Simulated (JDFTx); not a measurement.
An input for a modified build of JDFTx (W(110), linear PCM (GLSSA13), water, 1 M NaCl; bohr, hartree) and the course of its log:

```
lattice \
  5.1883898313 -1.7294632708 0.0000000000 \
  0.0000000000 4.8916608400 0.0000000000 \
  0.0000000000 0.0000000000 42.8967830290
coords-type Lattice
ion W 0.5000000000 0.5000000000 -0.1460065402 0
ion W 0.0000000000 0.0000000000 -0.0493778580 0
ion W 0.5000000000 0.5000000000 0.0493778580 0
ion W 0.0000000000 0.0000000000 0.1460065402 0
ion-species pseudo/w_pbe_v1.2.upf
elec-cutoff 20 100
elec-ex-corr gga-PBE
coulomb-interaction Slab 001
coulomb-truncation-embed 0 0 0
kpoint-folding 8 8 1
elec-smearing Fermi 0.01
elec-n-bands 39
target-mu -0.187054
electronic-scf nIterations 100 energyDiffThreshold 1e-07
fluid LinearPCM
pcm-variant GLSSA13
fluid-solvent H2O
fluid-cation Na+ 1
fluid-anion Cl- 1
fluid-minimize nIterations 400 knormThreshold 1e-12
wavefunction read f1.wfns
elec-initial-eigenvals f1.eigenvals
elec-initial-fillings read f1.fillings
fluid-initial-state f1.fluidState
dump-name f1_u1.$VAR
dump End State Ecomponents EigStats BandEigs Forces ElecDensity IonicPositions Fillings Kpoints Dtot FluidDebug BoundCharge FluidDensity
```

```
[one cycle in 5 is shown, and the last three; fluid-solver lines are left out]
	FillingsUpdate:  mu: -0.187054000  nElectrons: 54.175923
SCF: Cycle:  0   G: -262.848437955305656   dG: +1.460e+00   |Residual|: 9.895e-02   |deigs|: 2.684e-06
	FillingsUpdate:  mu: -0.187054000  nElectrons: 55.715284
SCF: Cycle:  5   G: -264.288223847296535   dG: -4.211e-02   |Residual|: 1.226e-02   |deigs|: 2.208e-03
	FillingsUpdate:  mu: -0.187054000  nElectrons: 55.865034
SCF: Cycle: 10   G: -264.309728425334356   dG: +1.211e-04   |Residual|: 2.704e-03   |deigs|: 2.837e-04
	FillingsUpdate:  mu: -0.187054000  nElectrons: 55.815800
SCF: Cycle: 15   G: -264.309484880970786   dG: -2.254e-02   |Residual|: 2.237e-03   |deigs|: 2.379e-03
	FillingsUpdate:  mu: -0.187054000  nElectrons: 55.774097
SCF: Cycle: 20   G: -264.309568699762792   dG: -5.362e-03   |Residual|: 2.254e-03   |deigs|: 1.001e-03
	FillingsUpdate:  mu: -0.187054000  nElectrons: 55.809102
SCF: Cycle: 25   G: -264.310001992043965   dG: +1.341e-04   |Residual|: 1.113e-03   |deigs|: 1.718e-04
	FillingsUpdate:  mu: -0.187054000  nElectrons: 55.808383
SCF: Cycle: 30   G: -264.309802794248242   dG: +2.997e-04   |Residual|: 1.565e-03   |deigs|: 2.696e-04
	FillingsUpdate:  mu: -0.187054000  nElectrons: 55.700493
SCF: Cycle: 35   G: -264.305260283231576   dG: +1.882e-05   |Residual|: 6.154e-03   |deigs|: 1.714e-04
	FillingsUpdate:  mu: -0.187054000  nElectrons: 55.578121
SCF: Cycle: 40   G: -264.276872125002058   dG: +2.694e-02   |Residual|: 1.569e-02   |deigs|: 1.983e-03
	FillingsUpdate:  mu: -0.187054000  nElectrons: 55.456815
SCF: Cycle: 45   G: -264.233113822999258   dG: +7.293e-02   |Residual|: 2.377e-02   |deigs|: 3.967e-03
	FillingsUpdate:  mu: -0.187054000  nElectrons: 55.773662
SCF: Cycle: 50   G: -264.309082907495622   dG: -4.143e-03   |Residual|: 2.821e-03   |deigs|: 7.575e-04
	FillingsUpdate:  mu: -0.187054000  nElectrons: 55.740754
SCF: Cycle: 55   G: -264.308327037443235   dG: +1.233e-04   |Residual|: 3.757e-03   |deigs|: 3.453e-05
	FillingsUpdate:  mu: -0.187054000  nElectrons: 55.679709
SCF: Cycle: 60   G: -264.296497976797355   dG: +7.108e-03   |Residual|: 1.001e-02   |deigs|: 6.814e-04
	FillingsUpdate:  mu: -0.187054000  nElectrons: 55.751526
SCF: Cycle: 65   G: -264.306506357188823   dG: -1.077e-03   |Residual|: 5.150e-03   |deigs|: 1.600e-04
	FillingsUpdate:  mu: -0.187054000  nElectrons: 55.710796
SCF: Cycle: 70   G: -264.306303003245375   dG: +2.363e-03   |Residual|: 5.408e-03   |deigs|: 5.497e-04
	FillingsUpdate:  mu: -0.187054000  nElectrons: 55.658664
SCF: Cycle: 75   G: -264.295732009481981   dG: -1.566e-02   |Residual|: 1.016e-02   |deigs|: 1.535e-03
	FillingsUpdate:  mu: -0.187054000  nElectrons: 55.594928
SCF: Cycle: 80   G: -264.295790816380247   dG: -4.690e-03   |Residual|: 1.050e-02   |deigs|: 3.746e-04
	FillingsUpdate:  mu: -0.187054000  nElectrons: 55.419043
SCF: Cycle: 85   G: -264.262199777295507   dG: +2.023e-02   |Residual|: 1.936e-02   |deigs|: 1.103e-03
	FillingsUpdate:  mu: -0.187054000  nElectrons: 55.568282
SCF: Cycle: 90   G: -264.293359269174573   dG: -2.728e-03   |Residual|: 1.151e-02   |deigs|: 1.985e-04
	FillingsUpdate:  mu: -0.187054000  nElectrons: 55.283926
SCF: Cycle: 95   G: -264.222799492755428   dG: +2.448e-02   |Residual|: 2.618e-02   |deigs|: 9.576e-04
	FillingsUpdate:  mu: -0.187054000  nElectrons: 55.194776
SCF: Cycle: 97   G: -264.189662851782998   dG: +6.676e-03   |Residual|: 3.067e-02   |deigs|: 2.082e-04
	FillingsUpdate:  mu: -0.187054000  nElectrons: 55.643340
SCF: Cycle: 98   G: -264.296949725440982   dG: -1.073e-01   |Residual|: 9.833e-03   |deigs|: 5.090e-03
	FillingsUpdate:  mu: -0.187054000  nElectrons: 55.542650
SCF: Cycle: 99   G: -264.289705392497012   dG: +7.244e-03   |Residual|: 1.273e-02   |deigs|: 1.080e-03
SCF: None of the convergence criteria satisfied after 100 iterations.
IonicMinimize: Iter:   0  G: -264.289705392497012  |grad|_K:  0.000e+00
IonicMinimize: Converged (|grad|_K<1.000000e-04).
```

This run gave no converged result. The electronic loop ended without meeting its threshold, so the last energy, electron count and forces aren't results.
